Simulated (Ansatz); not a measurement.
**Stationary points along a deformation path in Ag**

Computed with DFT PBEsol, scalar-relativistic, plane waves, PAW in Ansatz. The runs took a 420 eV cutoff, a Γ-centred 24×24×24 mesh and Gaussian smearing (0.15 eV). No spin polarisation. Energies are free energies at this smearing, counted from the undisturbed cell; pressure is positive in compression.

Zero of the scan (relaxed at this level; this form isn't the usual structure):

```
Ag
1.0
     1.43437    0.82813    7.01967
    -1.43437    0.82813    7.01967
     0.00000   -1.65627    7.01967
Ag
3
Direct
  0.00000 0.00000 0.00000
  0.77769 0.77769 0.77769
  0.22231 0.22231 0.22231
```

At fixed volume and fractional coordinates, lengths along (0.000, 0.000, 1.000) are scaled against those across it; ρ is that ratio over its starting value. V = 16.677 Å³/atom. Δσ is the stress along the axis less the mean stress across it (compression positive).

```csv
ρ,ΔE (meV/atom),Δσ (GPa),space group
0.850,91.7,14.18,R-3m
0.920,28.7,8.64,R-3m
1.000,0.0,0.54,R-3m
1.100,34.6,-11.05,R-3m
1.200,135.4,-22.88,R-3m
```

**Question.** How does the stress give the slope of the energy, and where is the energy stationary?

**Answer.** Along the path d ln(length) is 2/3 d ln ρ on the axis and −1/3 d ln ρ across it, so dE/d ln ρ = −(2/3) V Δσ: the energy falls with ρ where Δσ is positive. Δσ vanishes or changes sign between ρ = 1.000 and 1.100, a minimum (near 1.00 by linear interpolation). Pairs of stationary points between two samples would go unseen, and could change a minimum read from distant neighbours into a maximum.

**Question.** Integrate that slope from ρ = 1 to 0.850 by the trapezoid rule.

**Answer.** With V/N in Å³ and 1 eV/Å³ = 160.2 GPa the slopes at ρ = 1.000, 0.920, 0.850 are -37, -600, -984 meV/atom per unit of ln ρ. The steps add 26.5 + 62.6 = 89.2 meV/atom, against 91.7 from the energies; the trapezoid rule misses the curvature of the slope within each step.

Forces appear on the atoms along this scan, and letting them relax would lower the energy and soften the response. In a metal these slopes depend on the k mesh and the smearing.

Cost: 5 runs of about 4.6 core-minutes in all, on Intel Xeon Platinum 8488C (Sapphire Rapids) (shared hosts).